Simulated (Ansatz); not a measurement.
Ansatz (an electronic-structure program) input:

Ansatz 0.2 input:
```yaml
crystal:
  lattice:
    - [0.0, 2.517046317, 2.517046317]
    - [2.517046317, 0.0, 2.517046317]
    - [2.517046317, 2.517046317, 0.0]
  atoms:
    - { symbol: Sn, position: [0.0, 0.0, 0.0] }
    - { symbol: C, position: [0.25, 0.25, 0.25] }
kpoints:
  mp_grid: { grid: [8, 8, 8] }
  band_path:
    path:
      - [[0.0, 0.0, 0.0], [0.5, 0.0, 0.5], [0.625, 0.25, 0.625]]  # Γ-X-U
      - [[0.375, 0.375, 0.75], [0.0, 0.0, 0.0], [0.5, 0.5, 0.5], [0.5, 0.25, 0.75], [0.5, 0.0, 0.5]]  # K-Γ-L-W-X
      - [VBM, CBM]
    npoints: 12
basis: { xc_grid: 2 }
hamiltonian:
  xc: pbesol
  pseudopotentials: { kind: paw }
magnetization: { noncollinear: true, spin_orbit: true }
scf:
  n_extra_bands: 12
  convergence: { dr2_threshold: 0.0000000001 }
  occupations: { method: gaussian, width: 0.01 }
checkpoint: { write: soc.run }
output: { eigenvalues: true }
```

Output (shortened):

```
Pseudopotential: Sn, paw_fr, valence charge 14
Pseudopotential: C, paw_fr, valence charge 4
Functional definition: PBEsol
non-collinear run that drives no moment, with spin-orbit …
Crystal: 2 atoms, lattice volume = 31.894 Å³
Basis set: ecut = 420 eV, 609 PW (Γ), exchange–correlation on 48×48×48 points (8 copies of the dense FFT grid, shifted against one another)
Bands: 30, of which v1, the nominal top of the filled ones, is band 18 counted from 1 (17 counted from 0)
Symmetry: 24 space group operations + 24 with time reversal
k-points: 29 of 512 (time reversal used)
Projection manifold: j_resolved (fully-relativistic pseudo-atomic orbitals)
SCF iter   1: F=—  HF=-6198.073843 eV  |F-HF|=—  |Δ(HF+E_count)|=         —  Δρ=8.96e-2  dr2=3.92e0  dr2_m=0.00e0 (ungated)  ethr=3.10e-3  |M|=0.00e0 ∫|m|=0.00e0 μB  |m|>n=0.0e0 m-floor=0.0e0 τ_xc=0.0e0  β_m=0.30  ⟨swp⟩=7.4  Hψ=4949  notcnv=0  defer=43
preconditioner: auto → none
SCF iter   2: F=—  HF=-6197.040632 eV  |F-HF|=—  |Δ(HF+E_count)|=    1.03e0  Δρ=2.91e-2  dr2=2.27e-1  dr2_m=0.00e0 (ungated)  ethr=3.10e-3  |M|=0.00e0 ∫|m|=0.00e0 μB  |m|>n=0.0e0 m-floor=0.0e0 τ_xc=0.0e0  β_m=0.34  ⟨swp⟩=2.8  Hψ=1635  notcnv=0  defer=158
SCF iter   3: F=—  HF=-6197.009476 eV  |F-HF|=—  |Δ(HF+E_count)|=   3.12e-2  Δρ=1.71e-2  dr2=5.13e-2  dr2_m=0.00e0 (ungated)  ethr=1.26e-3  |M|=0.00e0 ∫|m|=0.00e0 μB  |m|>n=0.0e0 m-floor=0.0e0 τ_xc=0.0e0  β_m=0.58  ⟨swp⟩=2.0  Hψ=934  notcnv=0  defer=158
SCF iter   4: F=—  HF=-6197.007987 eV  |F-HF|=—  |Δ(HF+E_count)|=   1.49e-3  Δρ=1.06e-3  dr2=2.17e-4  dr2_m=0.00e0 (ungated)  ethr=2.85e-4  |M|=0.00e0 ∫|m|=0.00e0 μB  |m|>n=0.0e0 m-floor=0.0e0 τ_xc=0.0e0  β_m=0.60  ⟨swp⟩=3.0  Hψ=1134  notcnv=0  defer=158
SCF iter   5: F=—  HF=-6197.008020 eV  |F-HF|=—  |Δ(HF+E_count)|=   3.32e-5  Δρ=2.66e-4  dr2=9.06e-6  dr2_m=0.00e0 (ungated)  ethr=1.20e-6  |M|=0.00e0 ∫|m|=0.00e0 μB  |m|>n=0.0e0 m-floor=0.0e0 τ_xc=0.0e0  β_m=0.72  ⟨swp⟩=2.9  Hψ=1382  notcnv=0  defer=158
SCF iter   6: F=—  HF=-6197.008024 eV  |F-HF|=—  |Δ(HF+E_count)|=   4.13e-6  Δρ=3.34e-5  dr2=2.18e-7  dr2_m=0.00e0 (ungated)  ethr=5.03e-8  |M|=0.00e0 ∫|m|=0.00e0 μB  |m|>n=0.0e0 m-floor=0.0e0 τ_xc=0.0e0  β_m=0.71  ⟨swp⟩=2.4  Hψ=937  notcnv=0  defer=158
SCF iter   7: F=—  HF=-6197.008025 eV  |F-HF|=—  |Δ(HF+E_count)|=   6.18e-7  Δρ=4.81e-6  dr2=2.69e-9  dr2_m=0.00e0 (ungated)  ethr=1.21e-9  |M|=0.00e0 ∫|m|=0.00e0 μB  |m|>n=0.0e0 m-floor=0.0e0 τ_xc=0.0e0  β_m=0.86  ⟨swp⟩=2.1  Hψ=1123  notcnv=0  defer=158
SCF iter   8: F=-6197.008025 eV  HF=-6197.008025 eV  |F-HF|=9.09e-12  |Δ(HF+E_count)|=  8.86e-10  Δρ=3.61e-7  dr2=2.33e-11  dr2_m=0.00e0 (ungated)  ethr=1.00e-12  |M|=0.00e0 ∫|m|=0.00e0 μB  |m|>n=0.0e0 m-floor=0.0e0 τ_xc=0.0e0  ⟨swp⟩=9.9  Hψ=3668  notcnv=0
SCF 1 converged in 8 iterations: F = -6197.008025 eV  dr2 = 2.33e-11
NSCF: frozen V_eff on 16 k-points
NSCF: frozen V_eff on 16 k-points
NSCF: frozen V_eff on 16 k-points
NSCF: frozen V_eff on 5 k-points
NSCF: frozen V_eff on 5 k-points
NSCF: frozen V_eff on 2 k-points
NSCF: frozen V_eff on 2 k-points
NSCF: frozen V_eff on 2 k-points
NSCF: frozen V_eff on 2 k-points
NSCF: frozen V_eff on 4 k-points
NSCF: frozen V_eff on 87 k-points
SCF converged after 8 iterations
Magnetization: |M| = 0.0000 μB,  M = (+0.0000, +0.0000, +0.0000) μB
Absolute magnetization: 0.0000 μB (∫|m|)
  site 0: m = (+0.0000, +0.0000, +0.0000) μB, |m| = 0.0000 μB  (R = 0.90 Å)
  site 1: m = (+0.0000, +0.0000, +0.0000) μB, |m| = 0.0000 μB  (R = 0.90 Å)
Free energy (F): -6197.008025 eV
Harris-Foulkes:  -6197.008025 eV  (|F-HF|=9.09e-12)
Internal energy: -6197.008025 eV  (E = F + TS)
E sigma→0 (E₀):  -6197.008025 eV
Fermi energy:    11.340340 eV
--- Per-component energies (eV) ---
  E_band       = -56.895963
  E_kinetic    = 275.584964
  E_local      = -911.650929  (includes V_loc(G=0)·N_el)
  E_nonlocal   = -2.309684
  E_hartree    = 552.632934
  E_xc         = -425.737531
  E_vxc        = -154.882046  (∫ρ·V_xc dr)
  E_paw        = -4167.226432  (= ΣΔE_a)
  E_vpaw       = -368.904263  (= ΣTr[D̂ρ^β])
  E_aug_tail   = 0.000006  (compensation charges beyond the density's cutoff)
  E_ewald      = -1518.610597
  E_core_change = 0.309244  (= ΣΔE_core)
  E_smearing   =  0.000000  (= −TS)
  E_closure    = 0.000000  (closes the sum)
  Σ components = -6197.008025   (vs F -6197.008025, Δ=0.00e0)
  [band-id]    e_kinetic+e_local+e_nonlocal+2·e_hartree+e_vxc+e_vpaw+e_augmentation_tail = -56.896083   (vs E_band -56.895963, Δ=-1.21e-4)
--- Band table (eV; the first three rows and the last of 29) ---
  k-point 0: bands = ["-10.6437", "-10.6437", "-10.6437", "-10.6437", "-9.6781", "-9.6781", "-9.5764", "-9.5764", "-9.5764", "-9.5764", "-2.9621", "-2.9621", "10.8972", "10.8972", "10.9590", "10.9590", "10.9590", "10.9590", "11.7216", "11.7216", "16.2949", …
  k-point 1: bands = ["-10.6452", "-10.6385", "-10.6385", "-10.6373", "-9.6715", "-9.6715", "-9.5819", "-9.5819", "-9.5721", "-9.5626", "-2.7139", "-2.7139", "9.2078", "9.2078", "10.6826", "10.6826", "10.7383", "10.7520", "12.7353", "12.7353", "16.3861", …
  k-point 2: bands = ["-10.6417", "-10.6306", "-10.6274", "-10.6274", "-9.6553", "-9.6553", "-9.5950", "-9.5950", "-9.5511", "-9.5377", "-1.9863", "-1.9863", "6.7698", "6.7698", "10.2031", "10.2031", "10.2952", "10.3127", "13.1942", "13.1942", "16.7038", …
  k-point 28: bands = ["-10.6613", "-10.6204", "-10.5928", "-10.5741", "-9.6908", "-9.5896", "-9.5779", "-9.5515", "-9.5351", "-9.5209", "1.2110", "1.2816", "3.7874", "3.7887", "6.5694", "6.8462", "6.9236", "6.9902", "15.1999", "15.2024", "16.5505", …
```

Cost: around 15 core-seconds (rough) on shared cores.

Space group F-43m (zinc blende). The start of the workflow was typed in or built on a structure type; neither database checked (COD, Materials Project) lists it. Its standing as an ambient phase is unchecked. The cell was relaxed with PBEsol under the symmetry of its start; whether a distortion lowers the energy is not shown. Its formation energy is positive at this level, so the cell may be metastable or incomplete.

Potentials: the later of the program's two PAW sets.

Ansatz is a plane-wave DFT program.
